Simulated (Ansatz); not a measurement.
**Calculation log, GaP (F-43m) (phonons)**

Method: LDA, PAW on Ansatz 0.2.0's default frozen-core files (fitted under PBE), scalar-relativistic.

The cell comes from a PAW relaxation under the same functional.

Launched as:

```sh
ansatz run input.yaml --threads 2 --pin off --max-ram 5120MiB --backend cpu --events-out ev --progress --plain --runs-dir out
```

Input:

```yaml
crystal:
  lattice:
    - [0.0, 2.69568638551, 2.69568638551]
    - [2.69568638551, 0.0, 2.69568638551]
    - [2.69568638551, 2.69568638551, 0.0]
  atoms:
    - { symbol: Ga, position: [0.0, 0.0, 0.0] }
    - { symbol: P, position: [0.75, 0.75, 0.75] }
kpoints:
  mp_grid: { grid: [6, 6, 6] }
scf:
  occupations: { method: fixed }
hamiltonian:
  xc: lda
  pseudopotentials: { kind: paw }
phonons:
  qmesh: [2, 2, 2]
  qpath:
    path:
      - [0.0, 0.0, 0.0]
      - [-0.5, -0.5, 0.0]
      - [-0.375, -0.375, 0.25]
      - [-0.375, 0.0, 0.375]
      - [0.0, 0.0, 0.0]
      - [0.0, 0.0, 0.5]
      - [-0.5, -0.25, 0.25]
      - [-0.5, -0.5, 0.0]
    npoints: 6
  temperatures: { t_min: 0, t_max: 1000, t_step: 100 }
```

Output:

```
Warning: phonons: the dynamical matrix that this run interpolates holds no multipole term above the dipole-dipole one, and a site of this crystal is no centre of inversion, so its interpolated transverse optical and acoustic branches and sound speeds can stay off near Gamma, and the density of states and the thermodynamics with them. What a run solves at a wave vector of phonons.qpoints, Gamma apart, where the deck ...
Warning: RAYON_NUM_THREADS=2 ignored (pool sized by the plan → 2); use --threads N
Engine: ansatz 0.2.0, x86_64-unknown-linux-gnu
Pseudopotentials: kind: paw
Pseudopotential: Ga, paw, valence charge 13, recommended cutoff 420 eV (normal), Ga.paw.azcp
Pseudopotential: P, paw, valence charge 5, recommended cutoff 420 eV (normal), P.paw.azcp
Functional definition: SPW92
  exchange = slater_x
  correlation = pw_c
Crystal: 4 atoms, lattice volume = 78.355 Å³
Basis set: ecut = 420 eV, 1523 PW (Γ), FFT grids on a1, a2, −a1+a2+a3
Bands: 22, of which v1, the nominal top of the filled ones, is band 18 counted from 1 (17 counted from 0)
Symmetry: 16 space group operations
k-points: 20 of 108 (time reversal used)
Non-local potential: Ga, projectors of the file, l = 0: 2, l = 1: 2, l = 2: 3, l = 3: 1
Non-local potential: P, projectors of the file, l = 0: 2, l = 1: 2, l = 2: 2
PAW form: soft (Blöchl's): semilocal exchange-correlation on the pseudo side does not see the compensation charge
PAW frozen core: Ga, regenerated for the run's functional, and the local potential with it (the file was generated under x = pbe(κ = 0.804, μ = 0.2195149727645171), c = pbe(β = 0.06672455060314922))
PAW frozen core: P, regenerated for the run's functional, and the local potential with it (the file was generated under x = pbe(κ = 0.804, μ = 0.2195149727645171), c = pbe(β = 0.06672455060314922))
PAW one-centre angular grid: Ga, 590 points (default); XC on 64 Gauss nodes
PAW one-centre angular grid: P, 110 points (default); XC on 64 Gauss nodes
[... 147 lines left out ...]
  Born effective charges Z* (e; rows j = field, columns β = displacement):
    site 0:
         2.04794   -0.00000    0.00000
         0.00000    2.04794    0.00000
         0.00000    0.00000    2.04794
    site 1:
        -2.04794    0.00000   -0.00000
        -0.00000   -2.04794   -0.00000
        -0.00000   -0.00000   -2.04794
  Z* charge neutrality: 4.908e-5 e pre-enforcement
  solved inside a basis spanned on the 6×6×6 k-mesh, on 8×8×8 k-points transformed towards the longest dipole: ε∞ is read to err by 3.0e-2, Z* by 1.4e-2 e; Z* is corrected for what the basis lacks
  optical modes at Γ without the LO–TO term, one row a degenerate level:
      ω (cm⁻¹)  modes    IR ((D/Å)²/amu)
        365.21      3            13.5352
  optical modes at Γ + LO–TO along q̂ = [1.0000, 0.0000, 0.0000]:
      ω (cm⁻¹)  modes    IR ((D/Å)²/amu)
        365.21      2             9.0235
        395.55      1             4.5117
  optical modes at Γ + LO–TO along q̂ = [0.0000, 1.0000, 0.0000]:
      ω (cm⁻¹)  modes    IR ((D/Å)²/amu)
        365.21      2             9.0235
        395.55      1             4.5117
  optical modes at Γ + LO–TO along q̂ = [0.0000, 0.0000, 1.0000]:
      ω (cm⁻¹)  modes    IR ((D/Å)²/amu)
        365.21      2             9.0235
        395.55      1             4.5117
--- Phonons (by wavevector): 3 wavevectors in 2 supercells ---
  supercell 1 (2 cells, vectors [1, 0, 0], [0, 1, -1], [0, 0, 2] in multiples of the cell's): 3 displaced members by 0.0025 Å; free energy -8867.499819 eV; taken off its force constants: by the sum rule 3.0e-4, by the ...
  symmetry images taken by strict's conditions (phonons.symmetry_images: auto; settled by no image being taken that strict refuses)
  supercell 2 (2 cells, vectors [1, 0, 0], [0, 1, 0], [0, 0, 2] in multiples of the cell's): 4 displaced members by 0.0025 Å; free energy -8867.499819 eV; taken off its force constants: by the sum rule 3.9e-5, by the ...
  symmetry images taken by strict's conditions (phonons.symmetry_images: auto; settled by no image being taken that strict refuses); asymmetry of the core-correction force 2.5e-7 eV/Å at the most on a site, 4.8e-7 eV/Å summed ...
  q = [0.0000, 0.0000, 0.0000] (star 1, supercell 1; hermiticity 0.00e0, symmetrization 2.05e-6): -0.00 -0.00 0.00 365.21 365.21 365.21
  q = [0.0000, 0.0000, -0.5000] (star 4, supercell 2; hermiticity 1.71e-16, symmetrization 6.15e-16): 78.49 78.49 233.54 362.28 362.28 370.58
  q = [0.0000, -0.5000, -0.5000] (star 3, supercell 1; hermiticity 9.63e-17, symmetrization 6.64e-16): 101.77 101.77 251.59 361.19 361.19 366.56
  joined force constants: q→R imaginary residual 4.45e-17
  density of states and harmonic sums: on the 20×20×20 q-mesh, interpolated from the force constants of a 2×2×2 supercell (with the dipole–dipole term)
  largest difference from the sums on the solved wave vectors: F 5.85e-2 eV, S 9.09e-5 and C_V 3.22e-5 eV/K
```

The calculation finished and met its thresholds.

**Phonons on the q mesh**

Harmonic phonons of a crystal by Kohn-Sham DFT at the given cell, standard atomic masses, acoustic sum rule imposed; negative wavenumbers are unstable modes; one row a degenerate set, branches counted upwards.

```
Unstable phonons : no
```

```tsv
point	q a (r.l.u.)	q b (r.l.u.)	q c (r.l.u.)	branch	phonon wavenumber (cm⁻¹)	degeneracy
Gamma	0	0	0	4	365.2	3
L	0.5	0	0	1	78.5	2
L	0.5	0	0	3	233.5	1
L	0.5	0	0	4	362.3	2
L	0.5	0	0	6	370.6	1
X	0.5	0.5	0	1	101.8	2
X	0.5	0.5	0	3	251.6	1
X	0.5	0.5	0	4	361.2	2
X	0.5	0.5	0	6	366.6	1
```

### Field response

Linear response of an insulating crystal by Kohn-Sham DFT to a field and to zone-centre displacements, local fields included; Born charges neutralised; LO modes for wave vectors along x and z; Cartesian axes as in the input.

```json
{
  "Dielectric electronic (x, y, z)": "10.64, 10.64, 10.64",
  "Highest phonon with field along x": "395.5 cm⁻¹",
  "Highest phonon with field along z": "395.5 cm⁻¹",
  "Highest phonon without field": "365.2 cm⁻¹"
}
```

```tsv
atom	born charge xx (e)	born charge yy (e)	born charge zz (e)
Ga1	2.048	2.048	2.048
P2	-2.048	-2.048	-2.048
```

**Zone-centre phonons**

Optical zone-centre levels upwards with Mulliken labels, activity, and the element with most of the kinetic energy.

- Point group: -43m

```
number  phonon wavenumber (cm⁻¹)  label  infrared  raman  lead element
     1                     365.2     T2       yes    yes             P
```

Limits of these numbers: frozen-core PAW files fitted under PBE, their cores solved anew for the functional of the run; no LO-TO term at the zone centre.

It took 22 s on 2 threads of Intel(R) Xeon(R) Platinum 8488C (Sapphire Rapids), on a shared host, peak memory 0.51 GiB.
